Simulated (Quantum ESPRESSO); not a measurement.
Al3ZnAs3S, convergence and cost over cutoff and k mesh

Computed values, not a measurement. The program is pw.x of Quantum ESPRESSO 7.5 (plane-wave density functional theory). The cell is made up: 8 atoms on a zincblende/diamond lattice, with randomly drawn elements, strain and displacements, not relaxed. PseudoDojo standard norm-conserving files (v0.5 for PBE, v0.4.1 for LDA and PBEsol) set the functional; there is no spin polarisation, spin-orbit coupling or dispersion term, and the masses in the input are unused placeholders.

Input of the run in row 2:

```
&control calculation='scf', pseudo_dir='./dojo.nc.sr.pbe.v0_5.standard.upf', outdir='./o', disk_io='medium', tprnfor=.true., tstress=.true. /
&system ibrav=0, nat=8, ntyp=4, nbnd=46, ecutwfc=84.00895049, nosym=.true., tot_charge=0,
 occupations='smearing', smearing='fd', degauss=0.0018374661
/
&electrons conv_thr=7.350e-09, electron_maxstep=60, /
ATOMIC_SPECIES
Al 1.0 Al.upf
As 1.0 As.upf
S 1.0 S.upf
Zn 1.0 Zn.upf
CELL_PARAMETERS angstrom
5.7901 0.0974 -0.0271
0.0974 5.5828 -0.0041
-0.0271 -0.0041 5.7575
ATOMIC_POSITIONS angstrom
Al -0.1232 -0.0454 -0.0376
Zn 0.0642 2.8509 3.0806
Al 2.8827 0.1513 2.872
Al 3.0702 2.7048 0.0485
As 1.479 1.4261 1.5112
As 1.3673 4.313 4.3188
S 4.3999 1.4828 4.3479
As 4.3953 4.2252 1.3699
K_POINTS automatic
4 4 4 1 1 1
```

The same cell was run at these settings. Meshes are shifted by half a step, and differences are from the last row, which is itself not exact.

| cutoff (eV) | k mesh | k points solved | threshold (eV) | free energy less the last row's (eV) | pressure (GPa) | largest stress difference (GPa) | largest force difference (eV/Å) | iterations | wall time (s) | k-point pools | processor |
| --- | --- | --- | --- | --- | --- | --- | --- | --- | --- | --- | --- |
| 800 | 2 x 2 x 2 | 4 | 1e-04 | 8.778 | -65.83 | 65.62 | 0.104 | 7 | 64 | 1 | AMD EPYC, Zen 5 class |
| 1143 | 4 x 4 x 4 | 32 | 1e-07 | 0.007 | -0.58 | 0.00 | 0.003 | 11 | 761 | 1 | AMD EPYC, Zen 5 class |
| 1437 | 6 x 6 x 6 | 108 | 1e-07 | 0.000 | -0.58 | 0.00 | 0.000 | 11 | 2652 | 1 | AMD EPYC, Zen 5 class |

Each pool is one process. Wall times include start-up and a band step at six k points, which weighs most on the coarsest meshes. The runs were on shared virtual cores whose load varied, so times are rough.